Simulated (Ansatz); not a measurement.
Zone-centre phonons of PtSe2 at 30 GPa: input and output

The calculation used DFT PBE+D3(BJ), scalar-relativistic, plane waves, PAW (Ansatz 0.2.0).

Launched with:
```bash
ansatz run input.yaml --threads 1 --pin off --max-ram 3072MiB --backend cpu --events-out ev --progress --plain --runs-dir out
```

Input (bare energies are in eV):
```yaml
crystal:
  lattice:
    - [3.6287070825, 0.0, 0.0]
    - [-1.8143535412, 3.1425525163, 0.0]
    - [0.0, 0.0, 4.1827324235]
  atoms:
    - { symbol: Pt, position: [0.0, 0.0, 0.0] }
    - { symbol: Se, position: [0.3333333333, 0.6666666667, 0.294671661] }
    - { symbol: Se, position: [0.6666666667, 0.3333333333, 0.705328339] }
basis:
  ecutwfc: 420
kpoints:
  mp_grid: { grid: [12, 12, 10] }
hamiltonian:
  xc: pbe
  dispersion: d3bj
scf:
  occupations: { method: fermi_dirac, width: 0.15 }
output:
  eigenvalues: true
phonons:
  method: dfpt
  eigenvectors: true
```

The end of the output:
```
--- Phonons (Γ-DFPT): 4 representative perturbations + reference, on 398 of 1440 k-points (Σ response iterations 12) ---
  k mesh reduced under 2 symmetry operations, with k and −k counted as one. Each operation leaves every solved perturbation unchanged. A smaller set is not used because it would not reduce the number of displacements ...
  ASR residual: 9.170e-4 → 0.000e0 eV/Å²; symmetrization residual: 1.303e-5 eV/Å²
  pairwise dispersion correction: d3bj (s6 = 1.0, s8 = 0.7875, a1 = 0.4289, a2_bohr = 4.4407), with the weights of each atom's references fixed at the reference crystal's, and the forces and stress that the weights' published response gives ...
  ASR residual per site (eV/Å²): 9.17e-4 1.35e-4 1.35e-4
  Γ frequencies (cm⁻¹): 0.00 0.00 0.00 197.20 197.20 249.46 265.87 265.87 276.33
  non-analytic LO–TO correction: not included (Born effective charges unavailable; polar crystals: no LO–TO splitting at Γ)
```

The run took 9.3 min on 1 thread of Intel(R) Xeon(R) Processor @ 2.50GHz (Skylake/Cascade Lake), with other jobs on the host, peak memory 1.9 GiB.

In a metal, frequencies and elastic constants depend on the k mesh and the smearing, soft modes and shear constants most. Spin–orbit coupling is left out, which matters for heavy elements. Other phases may be more stable at this pressure. A semilocal functional can close a gap that the real compound has.